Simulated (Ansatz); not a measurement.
The start is a randomly generated symmetric cell of Sb (space group No. 47). A full variable-cell relaxation at zero pressure is run with PBEsol (plane waves to 420 eV, PAW, scalar-relativistic; Ansatz, a quantum-chemistry and plane-wave program). The first steps use a coarse 14×11×8 k-mesh.

Input geometry:
```
CELL_PARAMETERS angstrom
      2.30563     0.00000     0.00000
      0.00000     3.08809     0.00000
      0.00000     0.00000     4.38610
ATOMIC_POSITIONS crystal
  Sb 0.50000 0.50000 0.00000
```

Q: How large is the pressure on the unrelaxed cell, and of which sign?

A: +33.2 GPa (positive: the cell is compressed).

Q: Does the structure survive the relaxation? Give the final space group.

A: The space group goes from Pmmm (No. 47) to Pm-3m (No. 221); the end is AFLOW prototype A_cP1_221_a (A_h), with 1 atom in the primitive cell.

Q: By how much does the energy per atom fall from start to end?

A: 2.15 eV/atom.

Q: How does the volume change?

A: -8.3 %, from 31.23 to 28.64 Å³/atom.

Q: How do the shortest distances between atoms change?

A: The closest pairs of elements (up to four, under 3.6 Å), start → end: Sb–Sb 2.31 → 3.06 Å.

Q: Is the relaxed structure metallic? Give its gap.

A: No gap (metallic).

Q: Write out the relaxed structure.

A: 
```cif
data_Sb
_chemical_formula_sum 'Sb1'
_space_group_name_H-M_alt 'Pm-3m'
_space_group_IT_number 221
_space_group_name_Hall '-P 4 2 3'
_cell_length_a 3.05941
_cell_length_b 3.05941
_cell_length_c 3.05941
_cell_angle_alpha 90.000
_cell_angle_beta 90.000
_cell_angle_gamma 90.000
loop_
_atom_site_label
_atom_site_type_symbol
_atom_site_symmetry_multiplicity
_atom_site_Wyckoff_symbol
_atom_site_fract_x
_atom_site_fract_y
_atom_site_fract_z
_atom_site_occupancy
Sb1 Sb 1 b 0.50000 0.50000 0.50000 1
```

Final values are on a 15×15×15 k-mesh of the relaxed cell. No spin polarisation in the result. The relaxed primitive cell holds an odd number of electrons. A magnetic state may lie lower.

The run could not lose the symmetry of its start, so the end can be a saddle point.

The relaxed structure here is a generated cell of Sb: the first start was made by a random draw of sites in a space group, and the end was not matched to a known phase here, so it may be hypothetical. Known forms of Sb include space group No. 166.
